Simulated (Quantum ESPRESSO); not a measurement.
Inputs of pw.x and gipaw.x (a modified build of Quantum ESPRESSO, PBE) for ZnS; the starting potential comes from an earlier run on another mesh:

```
&CONTROL
  calculation = 'scf'
  prefix = 'x'
  pseudo_dir = './pseudo'
  outdir = './out'
  tprnfor = .true.
/
&SYSTEM
  ibrav = 0
  nat = 4
  ntyp = 2
  ecutwfc = 40
  ecutrho = 160
  occupations = 'fixed'
  nbnd = 18
/
&ELECTRONS
  conv_thr = 1e-11
  startingpot = 'file'
/
ATOMIC_SPECIES
Zn 65.380 Zn.GGA_PBE-JTH.UPF
S 32.060 S.GGA_PBE-JTH.UPF
CELL_PARAMETERS angstrom
    3.805799791408     0.000000000000     0.000000000000
   -1.902899895704     3.295919301077     0.000000000000
    0.000000000000     0.000000000000     6.237980000000
ATOMIC_POSITIONS crystal
Zn     0.333333000000     0.666667000000    -0.006272332197
Zn     0.666666333333     0.333333666667     0.493727667803
S      0.333333000000     0.666667000000     0.374860000000
S      0.666666333333     0.333333666667     0.874860000000
K_POINTS automatic
8 8 4 1 1 1
```

```
&INPUTGIPAW
  job = 'nmr'
  prefix = 'x'
  tmp_dir = './out/'
  restart_mode = 'from_scratch'
  pawproj(1) = .true.
  pawproj(2) = .true.
  use_nmr_macroscopic_shape = .false.
/
```

The cell was made here from a computed Materials Project entry: Zn1 and its equivalents moved by 0.04 Å along (0.00, 0.00, -1.00), space group kept. The parent is ZnS in P6₃mc. Stability against distortions was not tested.

### Question
Give the final section of the GIPAW output.

### Answer
```
     Total NMR chemical shifts in ppm: ---------------------------------------
     (adopting the Simpson convention for anisotropy and asymmetry)-----------

     Atom  1  Zn  pos: ( -0.000001  0.577351 -0.010281)  Total sigma:        1220.95
          1251.5524          0.0000          0.0000
             0.0000       1251.5524         -0.0000
             0.0000         -0.0000       1159.7473

     Zn      1    anisotropy:    -91.81    eta:    0.0000
     Zn      1    sigma_11=   1251.55
     Zn      1    sigma_22=   1251.55
     Zn      1    sigma_33=   1159.75

     Atom  2  Zn  pos: (  0.499999  0.288675  0.809255)  Total sigma:        1220.95
          1251.5524         -0.0000          0.0000
            -0.0000       1251.5524         -0.0000
             0.0000         -0.0000       1159.7473

     Zn      2    anisotropy:    -91.81    eta:    0.0000
     Zn      2    sigma_11=   1251.55
     Zn      2    sigma_22=   1251.55
     Zn      2    sigma_33=   1159.75

     Atom  3  S   pos: ( -0.000001  0.577351  0.614423)  Total sigma:         643.26
           639.8786          0.0000         -0.0000
             0.0000        639.8786          0.0000
            -0.0000          0.0000        650.0189

     S       3    anisotropy:     10.14    eta:    0.0000
     S       3    sigma_11=    639.88
     S       3    sigma_22=    639.88
     S       3    sigma_33=    650.02

     Atom  4  S   pos: (  0.499999  0.288675  1.433959)  Total sigma:         643.26
           639.8786         -0.0000         -0.0000
            -0.0000        639.8786          0.0000
            -0.0000          0.0000        650.0189

     S       4    anisotropy:     10.14    eta:    0.0000
     S       4    sigma_11=    639.88
     S       4    sigma_22=    639.88
     S       4    sigma_33=    650.02
```
The printed anisotropy is 3/2 (σ_33 − σ_iso) in the program's own order; the axes are left out here. Anisotropies that symmetry doesn't fix are less certain than the isotropic values. These are absolute shieldings with no macroscopic susceptibility term; δ = σ_ref − σ needs a reference computed alike. By our sweeps, such settings leave a few ppm in absolute σ on light atoms and up to some 20 ppm from Zn on. No d partial waves on S: the paramagnetic term there is incompletely reconstructed. The structure is static (0 K, no zero-point motion).
